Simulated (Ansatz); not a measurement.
# Computed properties of Ga4P3N (ordering on zincblende)

All numbers come from Ansatz. The cell comes from a prototype generator: it can be a known phase or a hypothetical one. No magnetic order is allowed.

The cell is Ga4P3N as one 8-atom ordering (Amm2) on the zincblende lattice; cell and atoms were relaxed with r2SCAN. It is orthorhombic, Amm2 (No. 38); conventional cell a = 3.697 Å, b = 7.408 Å, c = 10.434 Å, 17.86 Å³ an atom. N is surrounded by 4 Ga at 2.03–2.16 Å; P is surrounded by 4 Ga at 2.27–2.39 Å; P is surrounded by 4 Ga at 2.28–2.35 Å; Ga is surrounded by 2 N at 2.16 Å and 2 P at 2.39 Å; Ga is surrounded by 1 N at 2.03 Å and 3 P at 2.33–2.35 Å; Ga is surrounded by 4 P at 2.27–2.28 Å.

Relaxed lattice by functional, symmetry kept:

| functional | k mesh | a (Å) | b (Å) | c (Å) | volume (Å³/atom) |
| --- | --- | --- | --- | --- | --- |
| PBE | 6×4×4 | 3.739 | 7.482 | 10.544 | 18.43 |
| r2SCAN | 6×4×4 | 3.697 | 7.408 | 10.434 | 17.86 |

Gaps on the r2SCAN cell, each the least over its mesh and the special points:
```tsv
level	k mesh	gap (eV)	kind	edges	least direct gap (eV)	rough cost
PBE	8×4×4	none (overlap 0.08)	–	–	–	80 core-seconds
PBE+SOC	8×4×4	none (overlap 0.07)	–	–	–	5 core-minutes
r2SCAN	8×4×4	0.06	direct	Γ	0.06	90 core-seconds
HSE06	4×4×4	0.04	direct	Γ	0.04	14 core-minutes
```
All runs use a smearing of 0.02 eV.
Wave cutoffs: 420 eV, 500 eV (r2SCAN).
Points off the special ones are mesh points or PBE's searched band edges, reused at the other levels.
Costs come from shared machines and give only the order; PBE's includes the band path. The runs had 4 threads of Arm Neoverse V1, on a shared host.

The HSE06 gap is direct at Γ: 0.04 eV. (This is within a few times the smearing of 0.02 eV, so the filling near the edges can be smeared.) With PBE+SOC the bands overlap by 0.07 eV (counted from 1, band 72 peaks at Γ and band 73 bottoms out at Γ–Z (0.20 of the way from Γ)): no gap.

The levels disagree on the kind of gap: direct with r2SCAN, HSE06; no gap with PBE, PBE+SOC.

Only the levels marked +SOC include spin-orbit coupling.

Gaps or overlaps of about a tenth of an eV are at the limit of these meshes: between the points read a gap can be smaller or closed.

The meshes of the hybrids are coarse, so their gaps aren't converged to the digits shown.
